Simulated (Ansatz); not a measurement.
Sr3Pb in the antiAuCu3 structure

Computed with Ansatz (plane waves, PAW, 420 eV cutoff): PBEsol, scalar-relativistic, no spin polarisation, 6×6×6 k-mesh, Gaussian smearing of 0.05 eV. The datasets are Ansatz's generated set soft_2.

```
Sr Pb
1.0
     5.32510    0.00000    0.00000
     0.00000    5.32510    0.00000
     0.00000    0.00000    5.32510
Sr Pb
3 1
Cartesian
  0.0000 2.6625 2.6625
  2.6625 2.6625 0.0000
  2.6625 0.0000 2.6625
  0.0000 0.0000 0.0000
```

The start was a prototype's sites filled with these elements, not a measured cell.

The cell has space group Pm-3m (read at 0.01 Å). In it the stress is 0.00, 0.00, 0.00, 0.00, 0.00, 0.00 GPa and the largest force component 0.000 eV/Å. Each change below starts from this cell, without further relaxation. Stress is in GPa, positive in compression, in the order xx, yy, zz, yz, xz, xy; energies are counted from the cell above and are free energies with the smearing's entropy, which match forces and stress in a metal.

**Question.** What happens when atom 4 (Pb) is moved by 0.05 Å along z?

**Answer.** The energy changes by 1.2 meV per cell, and the force on it along the shift is -0.0443 eV/Å (−F/u = 0.89 eV/Å²). Stress: 0.00, 0.00, 0.02, 0.00, 0.00, 0.00.
```tsv
atom	Fx (eV/Å)	Fy	Fz
Sr1	0.000	0.000	0.004
Sr2	0.000	0.000	0.036
Sr3	0.000	0.000	0.004
Pb4	0.000	0.000	-0.044
```
In a harmonic crystal the energy would rise by −½F·u = ½ × 0.89 × 0.05² eV = 1.1 meV, close to the run's value; the rest is anharmonic or numerical.

**Question.** What stress follows from an engineering strain of 3 % in yz, atoms carried along?

**Answer.** -0.01, 0.03, 0.03, -0.64, 0.00, 0.00 GPa; the energy changes by 9.1 meV per cell.
The change of the stress over the strain gives a clamped-atom stiffness of about 21 GPa for this component.
In a harmonic crystal the energy would rise by V(½Cε² − σ₀ε), with σ₀ the stress of the unstrained cell, = 9.1 meV, which matches.

No spin–orbit coupling, a notable omission for heavy elements.
